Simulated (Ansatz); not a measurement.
Zn$_{7}$Tc:
```xyz
8
Lattice="0.0000 3.8191 3.8191 3.8191 0.0000 3.8191 3.8191 3.8191 0.0000" Properties=species:S:1:pos:R:3 pbc="T T T"
Zn     0.0000     1.9096     1.9096
Zn     1.9096     3.8191     1.9096
Zn     3.8191     1.9096     1.9096
Zn     1.9096     0.0000     1.9096
Zn     1.9096     1.9096     3.8191
Zn     1.9096     1.9096     0.0000
Zn     3.8191     3.8191     3.8191
Tc     0.0000     0.0000     0.0000
```

Relaxed with r²SCAN. Special points in fractions of this cell's reciprocal vectors: Γ (0.000, 0.000, 0.000); X (0.500, 0.000, 0.500); U (0.625, 0.250, 0.625); K (0.375, 0.375, 0.750); L (0.500, 0.500, 0.500); W (0.500, 0.250, 0.750).

Problem. List the band energies nearest the Fermi level at these points for plane-wave PAW r²SCAN (Ansatz code).

Solution. In eV from the Fermi level; about four levels below and three above (degenerate sets whole), none deeper than 8.9 eV; points with the same levels are listed once.

```csv
k,below,above
Γ,-1.49 -1.49 -0.52 -0.52 -0.52,0.06 2.22 2.22 2.22
X,-1.99 -1.99 -1.46 -0.45,0.61 3.30 3.30
U,-2.14 -2.01 -1.46 -0.43,0.61 1.39 2.22
L,-2.24 -2.24 -1.85 -1.85,0.63 0.63 1.06
W,-2.27 -1.96 -1.48 -0.17,0.69 0.69 0.90
```

Space group Fm-3m. The workflow started from a Materials Project entry (that database holds measured and hypothetical structures alike); the Crystallography Open Database copy checked does not list it. With Zn and Tc taken as one species the cell has the higher symmetry Fm-3m, so it may be an ordered model of a mixed-site phase. Its standing as an ambient phase is unchecked. Symmetry was held in the r²SCAN relaxation; whether a distortion lowers the energy is not shown. No spin polarisation was allowed. Scalar-relativistic: spin–orbit coupling is off unless named, which matters more the heavier the elements.

Potentials: the later of the program's two PAW sets.
